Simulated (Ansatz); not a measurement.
# Two-dimensional strain map in Sn

These are results of DFT r2SCAN, scalar-relativistic, plane waves, PAW in Ansatz 0.2.0, not measurements. The runs took a 500 eV cutoff, a Γ-centred 20×20×20 mesh and Gaussian smearing (0.15 eV). No spin polarisation. Energies are free energies at this smearing, counted from the undisturbed cell; pressure is positive in compression.

Zero of the scan (as given, not relaxed at this level; it stands at -2.8 GPa; this form isn't the usual structure):

```
CELL_PARAMETERS angstrom
-1.59075 1.59075 2.91565
1.59075 -1.59075 2.91565
1.59075 1.59075 -2.91565
ATOMIC_POSITIONS crystal
Sn 0.00000 0.00000 0.00000
```

The cell is strained by p along both x and y and by q along z, fractional coordinates fixed. Points are written (p, q).

Energy above the undisturbed cell in meV/atom (a dash: not computed):

| p \ q | -0.080 | -0.040 | 0.000 | 0.040 | 0.080 |
| --- | --- | --- | --- | --- | --- |
| -0.080 | 161.3 | 110.1 | 84.7 | 75.1 | 78.2 |
| -0.040 | 17.7 | – | -2.1 | – | – |
| 0.000 | -29.0 | – | 0.0 | – | 67.1 |
| 0.080 | 51.4 | – | 157.1 | – | 275.4 |

Pressure in GPa:

| p \ q | -0.080 | -0.040 | 0.000 | 0.040 | 0.080 |
| --- | --- | --- | --- | --- | --- |
| -0.080 | 14.6 | 10.8 | 7.9 | 5.8 | 4.2 |
| -0.040 | 6.0 | – | 1.3 | – | – |
| 0.000 | 0.4 | – | -2.8 | – | -4.4 |
| 0.080 | -5.4 | – | -6.8 | – | -7.5 |